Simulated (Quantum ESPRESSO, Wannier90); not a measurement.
## Tight-binding from DFT: SrHI (P4/nmm)

Materials Project entry mp-24205; symmetrised, unrelaxed at this level. COD (Crystallography Open Database) has an entry of this formula and space group (matched by these alone). Computed values, not measurements, from PBEsol: Quantum ESPRESSO (norm-conserving PseudoDojo potentials, cutoff 58 Ry, spinors with spin-orbit coupling) on a Γ-centred 4×4×4 mesh, then Wannier90. Density: 8×8×4 mesh, cold smearing 0.01 Ry. The cell is built of weakly bound layers, chains or molecules, whose nearest atoms lie 4.53 Å apart. Database cells relaxed without dispersion often hold them too far apart, which can enlarge gaps and weakens couplings between them; spacing and stacking were not compared with the measured crystal.

```
begin unit_cell_cart
ang
    4.2895700000    0.0000000000    0.0000000000
    0.0000000000    4.2895700000    0.0000000000
    0.0000000000    0.0000000000    9.0978100000
end unit_cell_cart
mp_grid = 4 4 4
```

Q: Which shells of neighbouring k-points and which b-vectors and weights does Wannier90 pick for this cell and mesh?

A: 
```
 *---------------------------------- K-MESH ----------------------------------*
 +----------------------------------------------------------------------------+
 |                    Distance to Nearest-Neighbour Shells                    |
 |                    ------------------------------------                    |
 |          Shell             Distance (Ang^-1)          Multiplicity         |
 |          -----             -----------------          ------------         |
 |             1                   0.172657                      2            |
 |             2                   0.345313                      2            |
 |             3                   0.366190                      4            |
 |             4                   0.404852                      8            |
 |             5                   0.503325                      8            |
 |             6                   0.517870                      4            |
 |             7                   0.517970                      2            |
 |             8                   0.545894                      8            |
       ... (lines left out)
 +----------------------------------------------------------------------------+
 | The b-vectors are chosen automatically                                     |
 | The following shells are used:                       1,  3                 |
 +----------------------------------------------------------------------------+
 |                        Shell   # Nearest-Neighbours                        |
 |                        -----   --------------------                        |
 |                          1               2                                 |
 |                          2               4                                 |
 +----------------------------------------------------------------------------+
 | Completeness relation is fully satisfied [Eq. (B1), PRB 56, 12847 (1997)]  |
 +----------------------------------------------------------------------------+
 |                  b_k Vectors (Ang^-1) and Weights (Ang^2)                  |
 |                  ----------------------------------------                  |
 |            No.         b_k(x)      b_k(y)      b_k(z)        w_b           |
 |            ---        --------------------------------     --------        |
 |             1         0.000000    0.000000    0.172657    16.772738        |
 |             2         0.000000    0.000000   -0.172657    16.772738        |
 |             3         0.000000    0.366190    0.000000     3.728703        |
 |             4         0.366190    0.000000    0.000000     3.728703        |
 |             5         0.000000   -0.366190    0.000000     3.728703        |
 |             6        -0.366190    0.000000    0.000000     3.728703        |
```
